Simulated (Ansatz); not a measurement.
CdF$_{2}$:
```xyz
3
Lattice="0.0000 2.6942 2.6942 2.6942 0.0000 2.6942 2.6942 2.6942 0.0000" Properties=species:S:1:pos:R:3 pbc="T T T"
Cd     0.0000     0.0000     0.0000
F      1.3471     1.3471     1.3471
F      4.0413     4.0413     4.0413
```

r²SCAN (plane waves, PAW; program Ansatz) gives a gap of 3.79 eV without spin–orbit coupling, maximum at W, minimum at Γ.

**Question.** What happens when spin–orbit coupling is switched on?

**Answer.** The gap is nearly the same, to 3.79 eV; maximum at W, minimum at Γ.

**Question.** Give the electron effective mass with spin–orbit coupling.

**Answer.** 0.40 mₑ (isotropic).

**Question.** Give the hole effective mass with spin–orbit coupling.

**Answer.** 2.1, 2.1, 6.9 mₑ (principal values).

Space group Fm-3m (fluorite). The cell was relaxed with r²SCAN under the symmetry of its start; phonons on a q-mesh show no instability.

Potentials: the later of the program's two PAW sets.
